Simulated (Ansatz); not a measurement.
I (molecular I2 type), relaxed and computed with several functionals in Ansatz (plane waves, PAW).

| functional | a (Å) | c (Å) | V (Å³/atom) | gap (eV) |
|---|---|---|---|---|
| r²SCAN+D4 | … | … | … | … |
| PBEsol | 7.505 | 9.623 | 39.66 | 0.79 |
| PBE+D3(BJ) | 7.345 | 9.642 | 39.72 | 0.83 |
| LDA | 7.151 | 9.529 | 36.82 | 0.68 |
| r²SCAN | 7.744 | 9.854 | 44.21 | 1.23 |

Task: Complete the blanks.

Result: 
- r²SCAN+D4, a (Å): 7.511
- r²SCAN+D4, c (Å): 9.791
- r²SCAN+D4, V (Å³/atom): 42.19
- r²SCAN+D4, gap (eV): 1.20

Weakly bound layers, chains or molecules computed without a dispersion correction, so cells and soft constants are ill determined: I, molecular I2 type with PBEsol; I, molecular I2 type with LDA; I, molecular I2 type with r²SCAN. All cells were relaxed under the symmetry of their starts (and spin orders); stability against distortions was not tested throughout. Scalar-relativistic: spin–orbit coupling is off unless named, which matters more the heavier the elements.

Potentials: the later of the program's two PAW sets.

Ansatz (an electronic-structure program) is a plane-wave DFT program.
